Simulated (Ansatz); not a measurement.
The cell below belongs to a search over invented structures; it isn't taken from experiment.

Input and command of a plane-wave DFT calculation in Ansatz:

```yaml
crystal:
  lattice:
    - [5.7030763301, 0.0090234, 0.1423885968]
    - [2.2307169356, 5.3979651008, 0.1650425693]
    - [0.4876832666, 1.3964042194, 6.3738787536]
  atoms:
    - { symbol: Na, position: [0.5100320338, 0.2458434564, 0.5524066556] }
    - { symbol: Na, position: [0.5161700093, 0.7591620567, 0.4225858768] }
    - { symbol: Na, position: [0.5165938152, 0.7641587456, 0.9091356315] }
    - { symbol: Na, position: [0.4685347619, 0.2401149241, 0.0919410994] }
    - { symbol: Na, position: [0.0107238487, 0.2931592271, 0.3596589975] }
    - { symbol: Na, position: [0.9932482501, 0.7088346115, 0.6628178527] }
    - { symbol: Al, position: [-0.0031810556, 0.8575310368, 0.1758622131] }
    - { symbol: Al, position: [0.9970517699, 0.1377362753, 0.821837533] }
    - { symbol: O, position: [0.7605981842, 0.9713149384, 0.3398357165] }
    - { symbol: O, position: [0.2642981334, 0.5550617511, 0.2945543742] }
    - { symbol: O, position: [0.1523107786, 0.1020897056, 0.0688145716] }
    - { symbol: O, position: [0.7409446557, 0.4186253208, 0.7142031319] }
    - { symbol: O, position: [0.2277128705, 0.0289742031, 0.6573783992] }
    - { symbol: O, position: [0.8449619443, 0.9173937476, 0.928967947] }
basis:
  ecutwfc: 420
kpoints:
  mp_grid: { grid: [4, 4, 2] }
hamiltonian:
  xc: pbe
scf:
  occupations: { method: gaussian, width: 0.1 }
  lower_state_search: "off"
output:
  forces: true
  stress: true
  eigenvalues: true
relax:
  adjacent_minimum: "off"
  f_tol: 0.025
  max_steps: 60
  cell: { stress_tol: 0.25 }
```

```bash
ansatz run input.yaml --threads 1 --pin off --max-ram 2560MiB --backend cpu --events-out ev --progress --plain --runs-dir out
```

Processor: Intel(R) Xeon(R) 6975P-C (Granite Rapids), 1 thread, on a host shared with other jobs.

Q: Estimate time, memory and problem size.

A: About 82 s, peak memory 0.52 GiB. It solves 62 bands at 20 k points (after reduction by symmetry) with about 3851 plane waves (on the last cell), in 54 SCF iterations over 8 ionic steps.
